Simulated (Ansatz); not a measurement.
Input, command and steps of an Ansatz relaxation.

```yaml
crystal:
  lattice:
    - [4.75144911, -4.75144911, 0.0]
    - [-4.75144911, -4.75144911, 0.0]
    - [0.0, 4.75144911, -6.17688384]
  atoms:
    - { symbol: O, position: [0.7494391036, 0.4439918313, 0.49947888] }
    - { symbol: O, position: [0.4877209862, 0.1950989945, 0.9933400192] }
    - { symbol: O, position: [0.2584810465, 0.948342533, 0.5054247455] }
    - { symbol: O, position: [0.9985878923, 0.69278573, 0.993851694] }
    - { symbol: O, position: [0.7484515626, 0.0531443876, 0.4977905327] }
    - { symbol: O, position: [0.4967643839, 0.8046225658, 0.9938768799] }
    - { symbol: O, position: [0.2516530629, 0.566938133, 0.5055875371] }
    - { symbol: O, position: [0.9996387111, 0.3054615271, 0.9992839542] }
    - { symbol: O, position: [0.9376753946, 0.1295674489, 0.2564189432] }
    - { symbol: O, position: [0.676891717, 0.8707175699, 0.7468526986] }
    - { symbol: O, position: [0.4303612679, 0.6265010929, 0.2486036952] }
    - { symbol: O, position: [0.1771708129, 0.3760896674, 0.7442105957] }
    - { symbol: O, position: [0.3190657617, 0.1261171072, 0.2518915795] }
    - { symbol: O, position: [0.0723858232, 0.8772867754, 0.7532404696] }
    - { symbol: O, position: [0.8198021104, 0.6249335964, 0.2518613516] }
    - { symbol: O, position: [0.5722067093, 0.3730068055, 0.7491470397] }
    - { symbol: Ti, position: [0.751438727, 0.7560292527, 0.5046942392] }
    - { symbol: Mo, position: [0.4972310034, 0.4992670043, 0.9995639064] }
    - { symbol: Mo, position: [0.2523941742, 0.2462148018, 0.4981739659] }
    - { symbol: Mo, position: [0.6279152667, 0.1200804664, 0.2506342223] }
    - { symbol: Mo, position: [0.3754211125, 0.8759357971, 0.7549986302] }
    - { symbol: Mo, position: [0.8763977535, 0.3768155347, 0.7525221539] }
    - { symbol: W, position: [0.9955020226, 0.0007678469, 0.9988745781] }
    - { symbol: W, position: [0.1313736362, 0.6183177394, 0.2473874659] }
  symmetry: { detect: false }
basis:
  ecutwfc: 500
kpoints:
  mp_grid: { grid: [2, 2, 2], shift: [0.5, 0.5, 0.5] }
hamiltonian:
  xc: r2scan
scf:
  occupations: { method: gaussian, width: 0.1 }
  lower_state_search: "off"
output:
  forces: true
  stress: true
  eigenvalues: true
relax:
  adjacent_minimum: "off"
  f_tol: 0.04
  max_steps: 50
  cell: { stress_tol: 0.3 }
```

```bash
ansatz run input.yaml --threads 4 --pin off --max-ram 9216MiB --backend cpu --events-out ev --progress --plain --runs-dir out
```

Method: Ansatz 0.2.0, DFT r2SCAN, scalar-relativistic, plane waves, PAW.

Of 9 frames 8 are shown, positions in Å and forces in eV/Å; the SCF threshold varies from step to step. Steps run on the plane waves of an earlier cell, with a Pulay correction in the pressure. The basis is chosen afresh for the last frame, the zero of the energies, and can be on the way; energy and pressure step there, also at an unchanged geometry.

```xyz
24
Lattice="4.7514 -4.7514 0.0000 -4.7514 -4.7514 0.0000 0.0000 4.7514 -6.1769" Properties=species:S:1:pos:R:3:forces:R:3 pbc="T T T" step=1 free_energy_over_end_meV_per_atom=205.82 pressure_GPa=-10.13
O     1.4513   -3.2973   -3.0852   -0.4700   -0.3660    0.1230
O     1.3904    1.4754   -6.1357   -0.6680   -0.8250    0.0510
O    -3.2778   -3.3327   -3.1220   -0.3230   -0.1200    0.8890
O     1.4530   -3.3142   -6.1389   -1.5200   -1.3120   -0.9460
O     3.3037   -1.4435   -3.0748    0.5320    0.5150    0.1390
O    -1.4628   -1.4611   -6.1391    1.2720    1.3840    0.1550
O    -1.4981   -1.4872   -3.1230    0.7110    0.6300    0.9920
O     3.2983   -1.4531   -6.1725    1.7200    1.7090   -0.8640
O     3.8397   -3.8526   -1.5839   -0.8480    1.0070    1.0190
O    -0.9210   -3.8048   -4.6132    0.3070   -0.5590   -0.7250
O    -0.9319   -3.8404   -1.5356   -0.9210    0.9350   -0.1570
O    -0.9452    0.9073   -4.5969   -0.8400    0.8170   -0.0130
O     0.9168   -0.9184   -1.5559    0.7350   -0.8680    1.0470
O    -3.8244   -0.9333   -4.6527   -0.3910    0.3900   -0.4060
O     0.9259   -5.6679   -1.5557    0.7430   -0.8160    0.0940
O     0.9465   -0.9316   -4.6274    0.8700   -1.1020   -0.0470
Ti   -0.0218   -4.7646   -3.1174    0.6230    0.0220    0.1930
Mo   -0.0097    0.0146   -6.1742    0.4850   -0.1870    0.5000
Mo    0.0294   -0.0021   -3.0772    0.2090    0.0150   -1.5570
Mo    2.4130   -2.3632   -1.5481   -0.6060   -0.4830    0.1060
Mo   -2.3782   -2.3584   -4.6635   -0.6160   -0.5200   -0.9580
Mo    2.3737   -2.3790   -4.6482   -0.4250   -0.3950    0.4180
W     4.7264    0.0124   -6.1699    0.3440    0.1840   -0.2370
W    -2.3137   -2.3867   -1.5281   -0.9240   -0.0540    0.1830
24
Lattice="4.7617 -4.7732 0.0023 -4.7861 -4.7976 -0.0032 0.0087 4.7848 -5.8755" Properties=species:S:1:pos:R:3:forces:R:3 pbc="T T T" step=2 free_energy_over_end_meV_per_atom=94.50 pressure_GPa=-2.47
O     1.4140   -3.3439   -2.9276   -0.1980   -0.1970    0.0260
O     1.3614    1.4409   -5.8331   -0.8670   -1.1970   -0.0540
O    -3.3370   -3.3762   -2.9397   -0.1950    0.0320    0.6120
O     1.3771   -3.3846   -5.8715   -1.1370   -1.0550   -0.6580
O     3.3444   -1.4199   -2.9202    0.1370    0.1290   -0.0290
O    -1.4228   -1.4146   -5.8333    1.5660    1.4260    0.0960
O    -1.4753   -1.4681   -2.9455    0.6490    0.3960    0.6860
O     3.3732   -1.3883   -5.8941    1.1220    1.1410   -0.3730
O     3.8109   -3.8203   -1.4942   -0.9350    0.9650    0.8330
O    -0.9500   -3.8407   -4.4127   -0.2110   -0.0080   -0.2960
O    -0.9922   -3.8248   -1.4550   -0.4730    0.5140   -0.2210
O    -0.9934    0.9498   -4.3776   -0.7260    0.8260   -0.0990
O     0.9529   -0.9698   -1.4620    0.8230   -0.8340    0.7480
O    -3.8364   -0.9573   -4.4481    0.0210   -0.0380    0.0240
O     0.9534   -5.7499   -1.4676    0.5140   -0.5460   -0.0180
O     0.9888   -0.9991   -4.4083    0.7830   -0.7850   -0.0610
Ti   -0.0210   -4.7993   -2.9540    0.3010    0.0370    0.4330
Mo    0.0016    0.0110   -5.8613    0.0050   -0.2390    0.8450
Mo    0.0353   -0.0024   -2.9486   -0.1650    0.0050   -1.3860
Mo    2.4047   -2.3811   -1.4564   -0.4710   -0.2600    1.7800
Mo   -2.4044   -2.3900   -4.4493   -0.2620   -0.1270   -2.6550
Mo    2.3698   -2.4057   -4.4385    0.0850    0.0990   -1.2650
W     4.7561    0.0295   -5.8890    0.2070   -0.1260   -0.6930
W    -2.3579   -2.4016   -1.4367   -0.5740   -0.1570    1.7220
24
Lattice="4.8021 -4.8244 0.0049 -4.8487 -4.8709 -0.0072 0.0154 4.8462 -5.5722" Properties=species:S:1:pos:R:3:forces:R:3 pbc="T T T" step=3 free_energy_over_end_meV_per_atom=13.12 pressure_GPa=3.91
O     1.3968   -3.4071   -2.7728    0.0230   -0.0200    0.0780
O     1.3089    1.3631   -5.5379    0.7280    0.5240   -0.1130
O    -3.4041   -3.4175   -2.7679   -0.1880   -0.0620   -0.2270
O     1.2905   -3.5053   -5.6002    0.7990    0.7180   -0.2580
O     3.3947   -1.4130   -2.7579   -0.1250   -0.1920   -0.1190
O    -1.3344   -1.3410   -5.5348   -0.7090   -0.7790   -0.1170
O    -1.4634   -1.4850   -2.7685    0.3530    0.2820   -0.1970
O     3.4852   -1.3151   -5.6080   -0.7740   -0.8220   -0.1500
O     3.7813   -3.7999   -1.3853   -0.0150   -0.0400    0.0370
O    -0.9912   -3.9000   -4.2062   -0.4890    0.4740    0.0300
O    -1.0557   -3.8332   -1.3716    0.1950   -0.1910    0.0580
O    -1.0616    1.0278   -4.1655    0.2090   -0.0410   -0.0630
O     1.0088   -1.0332   -1.3653    0.0980    0.0480   -0.1560
O    -3.8725   -0.9906   -4.2306    0.4070   -0.3840    0.1840
O     0.9900   -5.8698   -1.3773   -0.0310    0.0530    0.0880
O     1.0555   -1.0700   -4.1878   -0.2400    0.3640    0.0910
Ti   -0.0212   -4.8629   -2.7840   -0.1480    0.1120    0.4510
Mo    0.0039    0.0015   -5.5273   -0.2610   -0.1440    1.0490
Mo    0.0268    0.0074   -2.8321   -0.3790   -0.1770   -0.4370
Mo    2.4025   -2.4135   -1.3018    0.0630    0.1590    1.0830
Mo   -2.4412   -2.4296   -4.3182    0.2700    0.1410   -0.9920
Mo    2.3862   -2.4315   -4.2751    0.3380    0.2910   -0.4620
W     4.8135    0.0357   -5.6103   -0.2700   -0.3060   -0.7240
W    -2.4188   -2.4390   -1.3007    0.1470   -0.0070    0.8670
24
Lattice="4.8654 -4.8871 0.0004 -4.8908 -4.9125 -0.0013 0.0116 4.8992 -5.4879" Properties=species:S:1:pos:R:3:forces:R:3 pbc="T T T" step=4 free_energy_over_end_meV_per_atom=3.62 pressure_GPa=1.63
O     1.4166   -3.4550   -2.7186    0.0910    0.0930   -0.0790
O     1.3439    1.3648   -5.4513    0.2520    0.2240   -0.2260
O    -3.4554   -3.4445   -2.7443    0.0510    0.0000   -0.0950
O     1.3289   -3.5427   -5.5377    0.2140    0.1970   -0.0450
O     3.4489   -1.4348   -2.7098   -0.1350   -0.1420   -0.1790
O    -1.3453   -1.3598   -5.4463   -0.2250   -0.2530   -0.2380
O    -1.4514   -1.4848   -2.7373    0.1460    0.1650   -0.1680
O     3.5279   -1.3513   -5.5441   -0.1620   -0.1630    0.0390
O     3.8157   -3.8455   -1.3718    0.1230   -0.1150    0.0720
O    -0.9949   -3.9379   -4.1457   -0.2680    0.3000   -0.1070
O    -1.0582   -3.8732   -1.3295    0.1000   -0.0810   -0.0230
O    -1.0782    1.0703   -4.1006    0.0620   -0.0390   -0.1830
O     1.0372   -1.0471   -1.3664   -0.0610    0.1720    0.0170
O    -3.8985   -0.9988   -4.1557    0.1970   -0.1890   -0.0480
O     1.0194   -5.9397   -1.3334   -0.0030    0.0300    0.0270
O     1.0814   -1.0806   -4.1063   -0.0960    0.1200   -0.1030
Ti   -0.0086   -4.9151   -2.7261   -0.0440    0.0720    0.2310
Mo    0.0051   -0.0023   -5.3997   -0.0510    0.0610    0.4870
Mo    0.0119    0.0125   -2.8104   -0.1250   -0.1470    0.0040
Mo    2.4352   -2.4421   -1.2610   -0.0660   -0.0190    0.1340
Mo   -2.4488   -2.4482   -4.2709   -0.0240   -0.1040    0.1240
Mo    2.4234   -2.4494   -4.2129    0.1490    0.0290   -0.1210
W     4.8717    0.0164   -5.5527   -0.0200   -0.1210   -0.0920
W    -2.4354   -2.4628   -1.2830   -0.1050   -0.0890    0.5710
24
Lattice="4.8601 -4.8777 0.0125 -4.8895 -4.9070 -0.0014 0.0056 4.8996 -5.5455" Properties=species:S:1:pos:R:3:forces:R:3 pbc="T T T" step=6 free_energy_over_end_meV_per_atom=0.45 pressure_GPa=-0.13
O     1.4125   -3.4394   -2.7576    0.0690    0.0540    0.0280
O     1.3466    1.3742   -5.5378    0.0110   -0.0180    0.0290
O    -3.4475   -3.4388   -2.7782    0.1030    0.1100   -0.0100
O     1.3269   -3.5243   -5.5818   -0.0130   -0.0050   -0.0800
O     3.4356   -1.4307   -2.7571   -0.0600   -0.0840    0.0070
O    -1.3671   -1.3634   -5.5379    0.0020   -0.0050    0.0290
O    -1.4523   -1.4729   -2.7745   -0.0800   -0.0550   -0.0370
O     3.5154   -1.3473   -5.5813   -0.0080    0.0260   -0.0910
O     3.8368   -3.8576   -1.3540    0.0300   -0.0740   -0.0360
O    -1.0128   -3.9006   -4.1867    0.0160   -0.0220    0.0640
O    -1.0442   -3.8754   -1.3324   -0.0440    0.0640   -0.0680
O    -1.0843    1.0738   -4.1405   -0.0600    0.0640   -0.0500
O     1.0164   -1.0168   -1.3731   -0.0050    0.0270    0.0240
O    -3.8887   -1.0007   -4.2020   -0.0800    0.0760    0.0500
O     1.0058   -5.9146   -1.3390    0.0780   -0.0710    0.0070
O     1.0738   -1.0737   -4.1515    0.0400   -0.0320    0.0760
Ti   -0.0250   -4.8931   -2.7183   -0.0060    0.0120    0.0550
Mo   -0.0055    0.0007   -5.3881   -0.0940    0.0960   -0.1520
Mo   -0.0030    0.0022   -2.8678   -0.0090   -0.0360   -0.0070
Mo    2.4265   -2.4396   -1.2873   -0.0020    0.0080    0.6350
Mo   -2.4547   -2.4475   -4.3111   -0.0340    0.0110   -0.1520
Mo    2.4227   -2.4384   -4.2413    0.0020    0.0090   -0.3680
W     4.8626    0.0212   -5.5499    0.0550   -0.0530   -0.0940
W    -2.4493   -2.4528   -1.2677    0.0910   -0.1030    0.1400
24
Lattice="4.8575 -4.8760 0.0000 -4.8776 -4.8961 -0.0003 0.0099 4.8859 -5.5595" Properties=species:S:1:pos:R:3:forces:R:3 pbc="T T T" step=7 free_energy_over_end_meV_per_atom=0.00 pressure_GPa=0.13
O     1.4319   -3.4273   -2.7692   -0.0500   -0.0450    0.0420
O     1.3513    1.3602   -5.5499    0.0000    0.0210    0.0040
O    -3.4278   -3.4245   -2.7941   -0.0610   -0.0560    0.0090
O     1.3364   -3.5296   -5.6228    0.0430    0.0340    0.0010
O     3.4258   -1.4514   -2.7700    0.0430    0.0350    0.0510
O    -1.3529   -1.3665   -5.5492   -0.0170    0.0020    0.0080
O    -1.4541   -1.4787   -2.7928    0.0850    0.0730    0.0020
O     3.5212   -1.3551   -5.6237   -0.0480   -0.0430    0.0040
O     3.8366   -3.8655   -1.3763    0.0590   -0.0460    0.0350
O    -0.9905   -3.9115   -4.2010    0.0470   -0.0280   -0.0230
O    -1.0379   -3.8671   -1.3455    0.0720   -0.0710   -0.0230
O    -1.0805    1.0722   -4.1643    0.0100   -0.0120   -0.0310
O     1.0187   -1.0147   -1.3754   -0.0710    0.0540    0.0170
O    -3.8891   -0.9890   -4.1981   -0.0250    0.0100   -0.0420
O     1.0174   -5.9153   -1.3413   -0.0950    0.1010   -0.0590
O     1.0791   -1.0765   -4.1608   -0.0080   -0.0050   -0.0690
Ti   -0.0121   -4.8922   -2.7089    0.0020   -0.0070   -0.2730
Mo   -0.0001   -0.0035   -5.4140    0.0170   -0.0140    0.1740
Mo   -0.0011   -0.0018   -2.8857   -0.0120    0.0020   -0.0280
Mo    2.4284   -2.4413   -1.2603   -0.0050    0.0060   -0.4360
Mo   -2.4443   -2.4463   -4.3273    0.0450   -0.0590    0.1710
Mo    2.4259   -2.4399   -4.2877    0.0390   -0.0190    0.3170
W     4.8656    0.0077   -5.5873   -0.0250    0.0270    0.1800
W    -2.4361   -2.4549   -1.2765   -0.0450    0.0420   -0.0320
24
Lattice="4.8555 -4.8738 0.0013 -4.8814 -4.8997 -0.0003 0.0119 4.8874 -5.5599" Properties=species:S:1:pos:R:3:forces:R:3 pbc="T T T" step=8 free_energy_over_end_meV_per_atom=-0.46 pressure_GPa=-0.05
O     1.4249   -3.4309   -2.7659    0.0240    0.0110   -0.0050
O     1.3530    1.3642   -5.5477   -0.0180   -0.0300   -0.0190
O    -3.4334   -3.4311   -2.7909    0.0180    0.0190    0.0020
O     1.3360   -3.5281   -5.6178    0.0110    0.0110   -0.0090
O     3.4289   -1.4467   -2.7655   -0.0190   -0.0050   -0.0150
O    -1.3589   -1.3665   -5.5484    0.0220    0.0140   -0.0180
O    -1.4483   -1.4751   -2.7900   -0.0290   -0.0050   -0.0030
O     3.5178   -1.3522   -5.6169   -0.0190   -0.0010   -0.0120
O     3.8397   -3.8655   -1.3727    0.0120   -0.0180    0.0130
O    -0.9934   -3.9073   -4.2020   -0.0040   -0.0030    0.0180
O    -1.0369   -3.8696   -1.3514   -0.0120    0.0050    0.0200
O    -1.0808    1.0719   -4.1647    0.0130   -0.0130   -0.0020
O     1.0122   -1.0127   -1.3752   -0.0060    0.0110    0.0180
O    -3.8885   -0.9963   -4.2021   -0.0190    0.0270    0.0000
O     1.0084   -5.9091   -1.3505    0.0170   -0.0150    0.0180
O     1.0776   -1.0785   -4.1665   -0.0110    0.0250    0.0110
Ti   -0.0174   -4.8917   -2.7251    0.0110   -0.0050    0.0080
Mo   -0.0012   -0.0024   -5.4092   -0.0060    0.0070    0.0160
Mo   -0.0014   -0.0027   -2.8888    0.0030   -0.0120   -0.0300
Mo    2.4265   -2.4401   -1.2716   -0.0090    0.0090    0.0290
Mo   -2.4438   -2.4505   -4.3229    0.0010   -0.0030   -0.0200
Mo    2.4260   -2.4399   -4.2752   -0.0090    0.0010    0.0010
W     4.8659    0.0118   -5.5774    0.0250   -0.0220   -0.0300
W    -2.4410   -2.4528   -1.2728    0.0040   -0.0080    0.0090
24
Lattice="4.8555 -4.8738 0.0013 -4.8814 -4.8997 -0.0003 0.0119 4.8874 -5.5599" Properties=species:S:1:pos:R:3:forces:R:3 pbc="T T T" step=9 free_energy_over_end_meV_per_atom=0.00 pressure_GPa=-0.03
O     1.4249   -3.4309   -2.7659    0.0240    0.0120   -0.0050
O     1.3530    1.3642   -5.5477   -0.0180   -0.0300   -0.0190
O    -3.4334   -3.4311   -2.7909    0.0190    0.0190    0.0020
O     1.3360   -3.5281   -5.6178    0.0110    0.0110   -0.0090
O     3.4289   -1.4467   -2.7655   -0.0190   -0.0060   -0.0150
O    -1.3589   -1.3665   -5.5484    0.0220    0.0140   -0.0180
O    -1.4483   -1.4751   -2.7900   -0.0290   -0.0050   -0.0030
O     3.5178   -1.3522   -5.6169   -0.0190   -0.0020   -0.0110
O     3.8397   -3.8655   -1.3727    0.0130   -0.0180    0.0130
O    -0.9934   -3.9073   -4.2020   -0.0040   -0.0030    0.0180
O    -1.0369   -3.8696   -1.3514   -0.0110    0.0040    0.0200
O    -1.0808    1.0719   -4.1647    0.0130   -0.0130   -0.0020
O     1.0122   -1.0127   -1.3752   -0.0060    0.0110    0.0180
O    -3.8885   -0.9963   -4.2021   -0.0200    0.0270    0.0010
O     1.0084   -5.9091   -1.3505    0.0160   -0.0140    0.0180
O     1.0776   -1.0785   -4.1665   -0.0120    0.0250    0.0110
Ti   -0.0174   -4.8917   -2.7251    0.0110   -0.0050    0.0080
Mo   -0.0012   -0.0024   -5.4092   -0.0060    0.0070    0.0160
Mo   -0.0014   -0.0027   -2.8888    0.0030   -0.0120   -0.0310
Mo    2.4265   -2.4401   -1.2716   -0.0090    0.0090    0.0290
Mo   -2.4438   -2.4505   -4.3229    0.0010   -0.0030   -0.0200
Mo    2.4260   -2.4399   -4.2752   -0.0090    0.0010    0.0000
W     4.8659    0.0118   -5.5774    0.0250   -0.0220   -0.0290
W    -2.4410   -2.4528   -1.2728    0.0040   -0.0080    0.0090
```

The run took 2 min on 4 threads of Intel(R) Xeon(R) 6975P-C (Granite Rapids) (shared host), peak memory 1.6 GiB.

The k mesh is coarse. Spin–orbit coupling is left out, which can shift energies with elements as heavy as these. Spin polarisation was left out, and a magnetic state may lie lower.